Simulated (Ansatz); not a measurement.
YSe: do energies and stresses tell the same story?

Level of theory: Ansatz 0.2.0, DFT PBEsol, scalar-relativistic, plane waves, PAW.

Cutoff 420 eV; k points 12×12×12 on the computed 2-atom cell (Γ-centred); Gaussian smearing, width 0.10 eV; no spin polarisation.

Relaxed cell: Fm-3m, a = 5.689 Å, b = 5.689 Å, c = 5.689 Å, α = 90.00°, β = 90.00°, γ = 90.00°, 2 atoms in the primitive cell. Whether it is the stable form of this composition wasn't checked.

Energies at zero smearing and pressures from the stress tensor, at volumes with shape and atoms relaxed:
```json
{"V (Å³/atom)": "21.639", "E − E(first) (meV/atom)": "0.00", "P (GPa)": "6.16"}
{"V (Å³/atom)": "22.330", "E − E(first) (meV/atom)": "-19.11", "P (GPa)": "2.83"}
{"V (Å³/atom)": "23.021", "E − E(first) (meV/atom)": "-24.94", "P (GPa)": "-0.01"}
{"V (Å³/atom)": "23.711", "E − E(first) (meV/atom)": "-19.48", "P (GPa)": "-2.42"}
{"V (Å³/atom)": "24.402", "E − E(first) (meV/atom)": "-4.43", "P (GPa)": "-4.47"}
```

Problem. Check P = −dE/dV between neighbouring volumes, and get the bulk modulus from the pressures alone.

Solution. With 1 eV/Å³ = 160.2 GPa:
```csv
middle V (Å³/atom),−ΔE/ΔV (GPa),mean P (GPa)
21.985,4.433,4.493
22.675,1.353,1.408
23.366,-1.266,-1.216
24.056,-3.492,-3.447
```

The two differ by 0.06 GPa at most. The mean of two end pressures misses the average over a step by about ΔV² P″/12, up to 0.04 GPa here; with that taken off 0.02 GPa remains. Around V = 23.021 Å³/atom, the two neighbours give B = −V ΔP/ΔV = 23.021 × 5.25 / 1.381 = 87.5 GPa, against B0 = 87.2 GPa from the Birch–Murnaghan fit of the energies.

Spin polarisation was left out, and a magnetic state may lie lower.